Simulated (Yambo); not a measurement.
G0W0@LDA for CdS (wurtzite, space group P6_3mc, No. 186) in Yambo. Reference settings: 3×3×2 Γ-centred k mesh, bands 9 to 195 and a 8 Ry block in the screening, 195 bands in G with the Bruneval-Gonze terminator, plasmon pole fitted at 27.2 eV. The LDA gap Γ → Γ on this mesh is 1.03 eV; G0W0 gaps are taken between the same points.

The settings were changed. The gap went from 2.31 eV to 2.17 eV, and the shift of the valence edge from -0.79 eV to -0.68 eV.

**Question.** What was changed between the two runs?
A. 127 bands in G
B. 127 bands in G, no terminator
C. 3 Ry block
D. 3×3×1 mesh

**Answer.** D, 3×3×1 mesh. The others gave (gap, valence shift): 127 bands in G, no terminator: 2.21, -0.55 eV; 3 Ry block: 2.13, -0.50 eV; 127 bands in G: 2.31, -0.79 eV.

Spin-orbit coupling is not included.

Geometry relaxed with LDA; primitive cell a = b = 4.0767 Å, c = 6.6333 Å, α = β = 90.00°, γ = 120.00°.

A shift is the quasiparticle energy of the state minus its LDA energy.
